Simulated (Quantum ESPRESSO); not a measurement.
# Al2InGaAs4: a curve over one atom's position

Simulated, not a measurement. The program is pw.x of Quantum ESPRESSO 7.5 (plane-wave density functional theory). The cell is made up: 8 atoms on a zincblende/diamond lattice, with randomly drawn elements, strain and displacements, not relaxed. PseudoDojo standard norm-conserving files (v0.5 for PBE, v0.4.1 for LDA and PBEsol) set the functional; there is no spin polarisation, spin-orbit coupling or dispersion term, and the masses in the input are unused placeholders.

Seven runs move atom 8 (As, counted in the order of the input) along y and keep all else fixed.

Input of the run at +0.0222:

```
&control calculation='scf', pseudo_dir='./dojo.nc.sr.pbe.v0_5.standard.upf', outdir='./o', disk_io='medium', tprnfor=.true., tstress=.true. /
&system ibrav=0, nat=8, ntyp=4, nbnd=52, ecutwfc=84.00895049, nosym=.true., tot_charge=0,
 occupations='smearing', smearing='fd', degauss=0.0018374661
/
&electrons conv_thr=7.350e-09, electron_maxstep=60, /
ATOMIC_SPECIES
Al 1.0 Al.upf
As 1.0 As.upf
Ga 1.0 Ga.upf
In 1.0 In.upf
CELL_PARAMETERS angstrom
5.7959 -0.0176 -0.0305
-0.0176 5.6226 -0.0165
-0.0305 -0.0165 5.6917
ATOMIC_POSITIONS angstrom
Al 0.052 -0.0488 0.1173
In -0.0204 2.8466 2.8934
Al 2.6968 -0.0184 2.7786
Ga 2.9103 2.898 -0.054
As 1.4556 1.4777 1.3529
As 1.4285 4.2532 4.3076
As 4.3901 1.296 4.4064
As 4.3766 4.2346 1.3559
K_POINTS automatic
4 4 4 1 1 1
```

| shift of atom 8 along y (Å) | free energy less that of the input shown (eV) | Fx on atom 8 (eV/Å) | Fy on atom 8 (eV/Å) | Fz on atom 8 (eV/Å) | pressure (GPa) | iterations |
| --- | --- | --- | --- | --- | --- | --- |
| -0.1478 | 0.2742 | -1.570 | 2.549 | -0.185 | 6.50 | 10 |
| -0.1122 | 0.1903 | -1.582 | 2.160 | -0.065 | 6.36 | 10 |
| -0.0451 | 0.0702 | -1.621 | 1.417 | 0.166 | 6.16 | 10 |
| +0.0222 | 0.0000 | -1.684 | 0.668 | 0.403 | 6.03 | 10 |
| +0.0442 | -0.0120 | -1.710 | 0.424 | 0.483 | 6.00 | 10 |
| +0.1145 | -0.0147 | -1.810 | -0.343 | 0.742 | 5.96 | 10 |
| +0.1579 | 0.0102 | -1.885 | -0.805 | 0.907 | 5.97 | 10 |

A cubic fit gives dFy/dy = -11.13 eV/Å² at zero shift. Across the table the free energy follows the integral of the force to within 0.1 meV. A rerun of one of the cells at 1437 eV and a 6 x 6 x 6 mesh moved values by no more than 0.011 eV in energy, 0.02 GPa in stress and 0.005 eV/Å in force.